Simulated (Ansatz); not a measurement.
**CaIn₂As₂ — 75As NMR of the central transition**

Cell: a COD entry whose atoms were relaxed with PBE, the cell held.

```cif
data_CaIn2As2
_symmetry_space_group_name_H-M 'P6_3/mmc'
_symmetry_Int_Tables_number 194
_cell_length_a 4.1482
_cell_length_b 4.1482
_cell_length_c 17.7260
_cell_angle_alpha 90.000
_cell_angle_beta 90.000
_cell_angle_gamma 120.000
loop_
_atom_site_label
_atom_site_type_symbol
_atom_site_symmetry_multiplicity
_atom_site_Wyckoff_symbol
_atom_site_fract_x
_atom_site_fract_y
_atom_site_fract_z
Ca Ca 2 a 0.0000 0.0000 0.0000
In In 4 f 0.3333 0.6667 0.1713
As As 4 f 0.3333 0.6667 0.6013
```

One atom of each set is listed.

All values are calculated (Ansatz; DFT, r2SCAN, plane waves and PAW, scalar-relativistic, 500 eV cutoff, Γ-centred 9×9×2 k-points, Fermi–Dirac smearing 0.05 eV), not measured.

75As has I = 3/2 and Q = 311.0 mb (Pyykkö 2018); at 14.1 T its Larmor frequency is ν₀ = 103.1 MHz. Only the quadrupole interaction is simulated: positions count from each site's isotropic chemical shift, and shift anisotropy, dipolar and J coupling are left out.

Simulated pattern of one As site (static powder, Gaussian broadening 60 kHz):

```
offset (kHz)  height
     -1079.8       1
     -1004.8      84
      -929.8     100
      -854.8      63
      -779.8      51
      -704.8      44
      -629.8      40
      -554.8      38
      -479.8      36
      -404.8      35
      -329.8      33
      -254.8      33
      -179.8      32
      -104.7      32
       -29.7      31
        45.3      26
       120.3      27
       195.3      29
       270.3      31
       345.3      36
       420.3      44
       495.3      71
       570.3      59
       645.3       1
```

Question: Which |C_Q| and η does the pattern imply?

Answer: The pattern spans 1552 kHz before broadening and its centre of gravity is at -298 kHz, which fixes P_Q; the places of the horns and steps fix η. That gives P_Q = 35.1 MHz, |C_Q| = 35.1 MHz and η = 0.00. The sign of C_Q can't be read from the pattern.

An axis of threefold or higher order runs through As, so V_zz lies along it and η is zero.

With ν_Q/ν₀ up to 0.17, terms beyond second order are no longer negligible.

Without spin–orbit coupling (the program notes it for In) the gradients can shift somewhat, as the gap is small. With a gap of 0.5 eV on this mesh, the gradients can still move by some per cent as the k-mesh gets denser.
